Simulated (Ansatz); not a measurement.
Si$_{2}$Mo:
```
CELL_PARAMETERS angstrom
      0.00000     3.98065     4.36073
      2.28592     0.00000     4.36073
      2.28592     3.98065     0.00000
ATOMIC_POSITIONS crystal
  Si 0.66411 0.33589 0.66411
  Si 0.33589 0.66411 0.33589
  Si 0.58589 0.91411 0.58589
  Si 0.91411 0.58589 0.91411
  Mo 0.00000 0.00000 0.00000
  Mo 0.25000 0.25000 0.25000
```

Relaxed with PBEsol. Special points in fractions of this cell's reciprocal vectors: Γ (0.000, 0.000, 0.000); Y (0.500, 0.000, 0.500); T (1.000, 0.500, 0.500); Z (0.500, 0.500, 0.000); Σ0 (0.000, 0.401, 0.401); U0 (1.000, 0.599, 0.599); C0 (0.500, 0.236, 0.736); A0 (0.500, 0.764, 0.264); L (0.500, 0.500, 0.500).

### Question
List the band energies nearest the Fermi level at these points for PBEsol (plane waves, PAW; program Ansatz).

### Answer
In eV from the Fermi level; about four levels below and three above (degenerate sets whole), none deeper than 8.9 eV; points with the same levels are listed once.

```csv
k,below,above
Γ,-3.26 -2.42 -2.26 -2.13,0.30 2.27 2.55
Y,-2.89 -2.89 -0.47 -0.47,2.34 2.34 2.68 2.68
T,-2.51 -2.51 -1.14 -1.14,1.12 1.12 2.48 2.48
Z,-2.09 -2.09 -1.46 -1.46,2.61 2.61 2.86 2.86
Σ0,-1.88 -1.86 -1.07 -1.05,0.41 1.46 2.54
C0,-2.82 -2.82 -0.15 -0.15,0.94 0.94 1.92 1.92
L,-2.17 -1.83 -0.54 -0.04,0.31 1.10 1.75
```

Space group Fddd. A made-up cell: these elements were put on the sites of a structure type; neither database checked (COD, Materials Project) lists it. It is not the phase usual at ambient conditions (space group No. 139). The cell was relaxed with PBEsol under the symmetry of its start; its stability against distortions is not shown here. The run is not spin-polarised. Spin–orbit coupling is left out wherever it is not named.

Potentials: the later of the program's two PAW sets.
